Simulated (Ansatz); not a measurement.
Be$_{5}$Pt:
```cif
data_Be20Pt4
_chemical_formula_sum 'Be20 Pt4'
_space_group_name_H-M_alt 'F-43m'
_space_group_IT_number 216
_space_group_name_Hall 'F -4 2 3'
_cell_length_a 5.96080
_cell_length_b 5.96080
_cell_length_c 5.96080
_cell_angle_alpha 90.000
_cell_angle_beta 90.000
_cell_angle_gamma 90.000
loop_
_atom_site_label
_atom_site_type_symbol
_atom_site_symmetry_multiplicity
_atom_site_Wyckoff_symbol
_atom_site_fract_x
_atom_site_fract_y
_atom_site_fract_z
_atom_site_occupancy
Be1 Be 4 c 0.25000 0.25000 0.25000 1
Be2 Be 16 e 0.62448 0.62448 0.62448 1
Pt1 Pt 4 a 0.00000 0.00000 0.00000 1
```
(The calculation used a cell of 6 atoms; values per cell refer to that cell.)

Relaxed with r²SCAN.

Problem. Tabulate the valence density and the electron localisation function along the shortest Be–Be contact (2.10 Å), the program Ansatz at the r²SCAN level (PAW).

Solution. 

```csv
distance from Be (Å),density (e/Å³),ELF
0.21,0.11,0.00
0.31,0.16,0.01
0.42,0.22,0.06
0.52,0.27,0.19
0.63,0.30,0.38
0.73,0.32,0.54
0.84,0.32,0.64
0.94,0.33,0.69
1.05,0.33,0.70
1.15,0.33,0.69
1.26,0.32,0.64
1.36,0.32,0.54
1.47,0.30,0.38
1.57,0.27,0.19
1.68,0.22,0.06
1.78,0.16,0.01
1.89,0.11,0.00
```

The density is the valence pseudo-density with augmentation charge, so density and ELF within about 1 Å of a nucleus are not all-electron values.

The first step of the workflow began from a Materials Project structure, measured or hypothetical; the Crystallography Open Database copy checked does not list it. With Be and Pt taken as one species the cell has the higher symmetry Fd-3m, so it may be an ordered model of a mixed-site phase. Whether it is the stable phase at ambient conditions was not checked. The r²SCAN relaxation kept the symmetry of its start; its stability against distortions is not shown here. No spin polarisation was allowed. Spin–orbit coupling is left out wherever it is not named.

Potentials: the later of the program's two PAW sets.
